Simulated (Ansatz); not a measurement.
SiC (6H type, space group P6_3mc)

```xyz
12
Lattice="3.0950 0.0000 0.0000 -1.5475 2.6803 0.0000 0.0000 0.0000 15.1865" Properties=species:S:1:pos:R:3 pbc="T T T"
Si     0.0000     0.0000    15.1838
Si     0.0000     0.0000     7.5906
Si     1.5475     0.8934    12.6518
Si     0.0000     1.7869     5.0585
Si     1.5475     0.8934     2.5301
Si     0.0000     1.7869    10.1233
C      0.0000     0.0000    13.2801
C      0.0000     0.0000     5.6869
C      1.5475     0.8934    10.7535
C      0.0000     1.7869     3.1603
C      1.5475     0.8934     0.6319
C      0.0000     1.7869     8.2252
```

Equation-of-state scan: isotropic scaling of the cell above, V₀ being its volume. The atoms relax within the cell's symmetry.

Method: PBE (plane waves to 420 eV, PAW, scalar-relativistic; Ansatz, a quantum-chemistry and plane-wave program). k mesh 10×10×2 (Γ-centred), Fermi-Dirac smearing 0.05 eV. The energy includes the smearing's −TS. Stress and pressure are positive under compression. With the shape held, the modulus is that of even scaling; a crystal free to change shape is softer. SiC was relaxed with its symmetry unable to fall. The PAW data are Ansatz's earlier set. The zero of ΔE is the relaxed starting cell.

```csv
V (Å³/atom),ΔE (meV/atom)
8.819,withheld
9.099,156.7
9.379,95.5
9.659,51.2
9.939,21.7
10.219,5.2
10.499,0.0
10.779,4.8
11.058,18.2
11.338,39.4
11.618,67.2
11.898,100.8
12.178,139.6
```

Q: Fit a third-order Birch-Murnaghan form (E₀, V₀, B₀, B₀′ free) to the given rows and predict ΔE at V = 8.819.

A: Least squares on the 12 given rows: ΔE = E₀ + (9V₀B₀/16)·y²·[2 + (B₀′ − 4)y], y = (V₀/V)^(2/3) − 1, with V₀ = 10.498 Å³/atom, B₀ = 212.8 GPa (160.2 GPa = 1 eV/Å³; the term in eV is multiplied by 1000), B₀′ = 3.95, E₀ = 0.05 meV/atom; root-mean-square residual 0.06 meV/atom. At 8.819 the fit gives 237.4 meV/atom; the calculation gives 237.1 meV/atom, so the extrapolation is off by 0.3 (+0.1 %). For the pressure the fit gives 52.3 GPa against the computed 52.1 GPa.

(A scan under strain: stresses follow from slopes of the energy per volume, elastic moduli from its curvatures.)
